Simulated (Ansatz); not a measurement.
Ga$_{2}$W (Fddd), relaxed and computed with several functionals in Ansatz (plane waves, PAW).

```tsv
functional	a (Å)	c (Å)	V (Å³/atom)	ΔH_f (eV/atom)
PBE	5.015	8.814	15.49	0.08
PBEsol	…	…	…	…
r²SCAN	4.970	8.731	15.09	0.07
```

Q: Fill in the missing entries.

A: 
- PBEsol, a (Å): 4.949
- PBEsol, c (Å): 8.725
- PBEsol, V (Å³/atom): 14.92
- PBEsol, ΔH_f (eV/atom): 0.02

Typed or built starts, not in the databases checked: Ga2W, Fddd (Ga on 16f, W on 8b). All cells were relaxed under the symmetry of their starts (and spin orders); stability against distortions was not tested throughout. Rows with no word on spin ran without spin polarisation. Spin–orbit coupling is left out wherever it is not named.

Potentials: the later of the program's two PAW sets.

Ansatz (an electronic-structure program) is a plane-wave DFT program.

Formation energies count from the lowest solids of the elements computed at the same level, not from gases.
